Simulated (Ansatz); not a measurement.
## Sn2S3: levels and charges under dearer methods

A database entry relaxed whole under r2SCAN at zero pressure (Pnma, No. 62):

```
CELL_PARAMETERS angstrom
9.18506 0.00000 0.00000
0.00000 3.76004 0.00000
0.00000 0.00000 14.41039
ATOMIC_POSITIONS crystal
Sn 0.15852 0.25000 0.05124
Sn 0.34148 0.75000 0.55124
Sn 0.65852 0.25000 0.44876
Sn 0.84148 0.75000 0.94876
Sn 0.46569 0.75000 0.16590
Sn 0.03431 0.25000 0.66590
Sn 0.96569 0.75000 0.33410
Sn 0.53431 0.25000 0.83410
S 0.97904 0.75000 0.10433
S 0.52096 0.25000 0.60433
S 0.47904 0.75000 0.39567
S 0.02096 0.25000 0.89567
S 0.33080 0.75000 0.99834
S 0.16920 0.25000 0.49834
S 0.83080 0.75000 0.50166
S 0.66920 0.25000 0.00166
S 0.27736 0.25000 0.20896
S 0.22264 0.75000 0.70896
S 0.77736 0.25000 0.29104
S 0.72264 0.75000 0.79104
```

Its volume is 24.88 Å³ an atom, +6.6 % against the entry's 23.34, a cell as deposited in COD (1982).

Single points on this cell with plane-wave PAW DFT (Ansatz 0.2.0; r2SCAN 500 eV, hybrids 420 eV; fermi-dirac occupations of width 0.020 eV; no moments): r2SCAN on a 4×8×2 Γ-centred mesh; r2SCAN with spin-orbit coupling on a 2×6×2 Γ-centred mesh; HSE06 on a 2×6×2 Γ-centred mesh; PBE0 on a 2×6×2 Γ-centred mesh.

**Question.** How do gap, pressure and charges move from level to level?

**Answer.** The runs give:

```
                          level               gap (eV), or kind  pressure (GPa)  Bader charge of Sn (e)  Bader charge of S (e)
                         r2SCAN                            1.02             0.0                   +1.37                  -0.92
r2SCAN with spin-orbit coupling                            1.03             0.0                   +1.37                  -0.91
                          HSE06  its mesh misses the band edges            -0.7                   +1.40                  -0.93
                           PBE0  its mesh misses the band edges            -0.8                   +1.40                  -0.93
```

Under r2SCAN the gap is 1.02 eV, over mesh and band path. Spin-orbit coupling moves the r2SCAN gap by +0.01 eV.

Caveats: the relaxation kept the start's symmetry; hybrid pressures are good to a few tenths of a GPa; no dispersion correction, so weakly bound layers or chains stand too far apart and gaps read wide; pressure is positive in compression.
